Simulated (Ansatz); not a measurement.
GaCoC4N4, before and after

A trial structure of GaCoC4N4 was built thus: two interpenetrating cyanide-bridged diamond nets (P-43m, No. 215). Lengths were set from tabulated atomic sizes, so they are only a guess.

start.cif

```cif
data_structure
_symmetry_space_group_name_H-M 'P-43m'
_symmetry_Int_Tables_number 215
_cell_length_a 5.8566
_cell_length_b 5.8566
_cell_length_c 5.8566
_cell_angle_alpha 90.000
_cell_angle_beta 90.000
_cell_angle_gamma 90.000
_cell_volume 200.88
loop_
_atom_site_label
_atom_site_type_symbol
_atom_site_symmetry_multiplicity
_atom_site_Wyckoff_symbol
_atom_site_fract_x
_atom_site_fract_y
_atom_site_fract_z
_atom_site_occupancy
Ga1 Ga 1 b 0.50000 0.50000 0.50000 1
Co1 Co 1 a 0.00000 0.00000 0.00000 1
C1 C 4 e 0.18898 0.18898 0.18898 1
N1 N 4 e 0.30432 0.30432 0.30432 1
```

Theory: Ansatz, DFT PBE, scalar-relativistic, plane waves, PAW. Cutoff 420 eV, Gaussian smearing, Γ-centred meshes. Cell and atoms relax first on a coarse mesh and then on a finer one. In between, the cell is made exact in the group found at 0.06 Å. In metals the finer mesh still leaves noise of several meV/atom or more. The steps can't lower the symmetry of their start. Collinear spin, starting moments Co 3.0 μB.

end.cif

```cif
data_structure
_symmetry_space_group_name_H-M 'P-43m'
_symmetry_Int_Tables_number 215
_cell_length_a 5.7028
_cell_length_b 5.7028
_cell_length_c 5.7028
_cell_angle_alpha 90.000
_cell_angle_beta 90.000
_cell_angle_gamma 90.000
_cell_volume 185.46
loop_
_atom_site_label
_atom_site_type_symbol
_atom_site_symmetry_multiplicity
_atom_site_Wyckoff_symbol
_atom_site_fract_x
_atom_site_fract_y
_atom_site_fract_z
_atom_site_occupancy
Ga1 Ga 1 b 0.50000 0.50000 0.50000 1
Co1 Co 1 a 0.00000 0.00000 0.00000 1
C1 C 4 e 0.19018 0.19018 0.19018 1
N1 N 4 e 0.30946 0.30946 0.30946 1
```

The symmetry stays P-43m (No. 215). The volume per atom shrinks by 7.7 %, from 20.1 to 18.5 Å³. The shortest distance goes from 1.17 Å (C–N) to 1.18 Å (C–N).

For GaCoC4N4, the volume per atom is 18.55 Å³ and the density is 2.08 g/cm³. The formation energy is +0.34 eV/atom, the gap on the 8×8×8 mesh of the 10-atom cell is 0 eV (a metal) and the net moment per atom is 0.20 μB. The moment by site is Co 1.4 μB.

Formation energies are uncorrected and refer to the elements' standard structures at the same level (N₂ as a molecule). It can't be a ground state, since the elements alone are lower.

The last run used collinear spin and Gaussian smearing of 0.10 eV. The reference form of C is held partly by dispersion forces, which this level lacks. The magnetic state reached may not be the lowest. Symmetry constrained the relaxation, so the result can be a saddle point. In all, the 3 runs took 6.6 min on 1 thread of AMD EPYC 7B13 (Zen 3), on a shared host. Site moments count only spheres around the atoms; the net moment includes the space between them.
